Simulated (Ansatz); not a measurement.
A relaxed cell of MgSn2N2 is given with its symmetry left out. The cell was found from a structure generator's guess, not taken from experiment.

Theory: Ansatz 0.2.0, DFT PBE, scalar-relativistic, plane waves, PAW. Cutoff 420 eV, Γ-centred mesh, Gaussian smearing, no spin polarisation.

```
Mg Sn N
1.0
     4.71543    0.00000    0.00000
    -2.35771    4.08368    0.00000
     0.00000    0.00000    4.53557
Mg Sn N
1 2 2
Direct
  0.00000 0.00000 0.50000
  0.33333 0.66667 0.00000
  0.66667 0.33333 0.00000
  0.33333 0.66667 0.50000
  0.66667 0.33333 0.50000
```

Energies over the elements count from the elements' standard structures at the same level (N₂ as a molecule), with no fitted energy shifts. The references include grey tin.

**Question.** Find its symmetry and describe it.

**Answer.** P6/mmm (No. 191). Conventional cell: a = 4.715 Å, c = 4.536 Å. Mg has 6 N at 2.72 Å; Sn is surrounded by 2 N at 2.27 Å and 3 Sn at 2.72 Å; N has 2 Sn at 2.27 Å, 3 Mg at 2.72 Å and 3 N at 2.72 Å.

**Question.** How far does it lie from the elements in energy?

**Answer.** +1.00 eV/atom. A positive value: parting into the elements would lower its energy.

**Question.** Is it a metal?

**Answer.** Yes, bands cross the Fermi level on the 12×12×8 mesh.

The last run used a 12×12×8 mesh (in the run's order of axes) for its 5-atom cell and Gaussian smearing of 0.10 eV. A structure relaxed within its symmetry needn't be a true minimum. Another cell of MgSn2N2 relaxed alike, in P3m1, lies 0.76 eV/atom lower, so this cell isn't the stable form at this level.
